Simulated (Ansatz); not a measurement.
# Sc started on a Pb site and a Pb vacancy, 10.19 Å apart on the ideal sites in cubic perovskite CsPbBr3, 39 atoms, charge 0

All numbers come from Ansatz (PAW, plane waves, no spin–orbit coupling) at the single k point (¼, ¼, ¼) without its symmetry partners. The atoms were relaxed with PBEsol in a fixed cell; other functionals are single points on those atoms unless said otherwise. The valence top and gap of the host come from its small cell on a dense mesh, with the band extrema sought between the mesh points, lined up by the mean potential, PBEsol gap 1.44 eV, r²SCAN gap 1.91 eV.

Relaxed structure:

```
Cs Sc Pb Br
1.0
    11.76333    0.00000    0.00000
     0.00000   11.76333    0.00000
     0.00000    0.00000   11.76333
Cs Sc Pb Br
8 1 6 24
Direct
  0.97670 0.97919 0.98011
  0.97868 0.97588 0.52412
  0.97523 0.52197 0.97962
  0.97836 0.52732 0.52103
  0.51994 0.97846 0.97418
  0.51947 0.97652 0.52619
  0.52599 0.51875 0.97747
  0.52274 0.52176 0.51988
  0.24891 0.24972 0.24962
  0.24961 0.25001 0.75078
  0.25035 0.74682 0.25000
  0.24996 0.74962 0.75045
  0.74529 0.24997 0.24980
  0.74983 0.24971 0.74959
  0.74991 0.75028 0.25014
  0.24976 0.25119 0.01988
  0.25178 0.25215 0.47800
  0.24440 0.75235 0.00126
  0.24409 0.74966 0.49931
  0.75212 0.25862 0.00077
  0.74594 0.25398 0.49885
  0.75491 0.74513 0.00341
  0.75469 0.74613 0.49722
  0.02223 0.25064 0.24950
  0.00081 0.23807 0.75036
  0.00096 0.74954 0.25426
  0.00314 0.75715 0.74726
  0.48005 0.25253 0.24780
  0.49884 0.24775 0.75250
  0.49903 0.74744 0.25956
  0.49689 0.75206 0.74457
  0.25214 0.02250 0.24928
  0.25912 0.00083 0.74915
  0.25081 0.48034 0.24838
  0.25274 0.49889 0.74862
  0.75163 0.00120 0.24007
  0.74360 0.00284 0.75701
  0.74930 0.49924 0.24789
  0.74624 0.49659 0.75211
```

Chemical potentials μ are those of reference phases of the elements at zero temperature by the same functional (the usual solids, diamond for C, grey Sn, and the molecules H2, N2, O2, F2, Cl2, Br2 and S8).

| functional | E(defect) − E(host) − Σ nμ + q·E_VBM (eV) | monopole (eV) | alignment (eV) | formation energy at E_F = VBM (eV) | moment (μB) | wall time, shared host |
| --- | --- | --- | --- | --- | --- | --- |
| PBEsol | -0.24 | 0.00 | 0.00 | -0.24 | 1.0 | 11 s on NVIDIA GB200 (relaxation) |

Question: Estimate the formation energy and moment that r²SCAN gives on these atoms.

Answer: -0.41 eV at E_F = VBM, moment 1.0 μB.

r²SCAN one-electron levels near the gap (the ten most localised at most), from the host's valence top:

```
level (eV)  spin  filling  atoms sharing it  element of the atom with most weight
      1.65    up     0.00               1.5                                    Sc
      1.65    up     0.00               1.5                                    Sc
      1.65    up     0.00               1.5                                    Sc
      1.65  down     0.00               1.5                                    Sc
      1.65  down     0.00               1.5                                    Sc
      1.65  down     0.00               1.5                                    Sc
      1.87    up     0.00               6.2                                    Sc
      1.88    up     0.00               5.9                                    Sc
      1.88  down     0.00               6.2                                    Sc
      1.89  down     0.00               5.8                                    Sc
```

The charge sits partly or wholly in a band of the host, at the cell's one k point and not at the band edge, so the formation energy is too high and the charge correction doesn't apply as it stands.

PBEsol tends to spread a hole over several anions where a hybrid would trap it on one, and single points on PBEsol atoms lack that distortion.

All elements are taken at their own reference at once; growth conditions in equilibrium with the host shift these energies, by up to the host's formation enthalpy.

The ideal cubic host may itself distort, and that gain is in these energies.

One k point and a cell of this size can leave errors of several tenths of an eV in such numbers.
